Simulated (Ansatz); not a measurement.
**Is this Si2Ge structure a true minimum?**

It was reached by relaxing an invented guess, and it needn't be the stable form of this composition.

Theory: DFT PBE, scalar-relativistic, plane waves, PAW in Ansatz. Plane waves to 420 eV, a k mesh through Γ of 12×12×4 on the computed 6-atom cell and Gaussian smearing (0.02 eV); no spin polarisation.

The cell below (6 atoms, space group P-3m1 (No. 164)) is relaxed within its symmetry.

```
CELL_PARAMETERS angstrom
3.92786 0.00000 0.00000
-1.96393 3.40163 0.00000
0.00000 0.00000 9.61935
ATOMIC_POSITIONS crystal
Si 0.00000 0.00000 0.37746
Si 0.33333 0.66667 0.03946
Si 0.00000 0.00000 0.62254
Si 0.66667 0.33333 0.96054
Ge 0.66667 0.33333 0.70805
Ge 0.33333 0.66667 0.29195
```

For the test a repeat of it with 12 atoms (edges 3.93, 6.80, 9.62 Å) was strained at random (σ = 1.5 % a component), the atoms were moved at random (σ = 0.15 Å), and all was relaxed again on a coarse 4×2×2 mesh (in the run’s order of axes) with 0.10 eV smearing, with no symmetry imposed.

Question: Does it come back?

Answer: It returns, within 1 meV/atom of the unmoved cell on that mesh and with the same symmetry when read at 0.1 Å (C2/m at 0.01 Å, so small strains and shifts remain). So it is stable against the distortions that fit this cell and that this random move excites. Modes that don't fit the cell aren't tested.
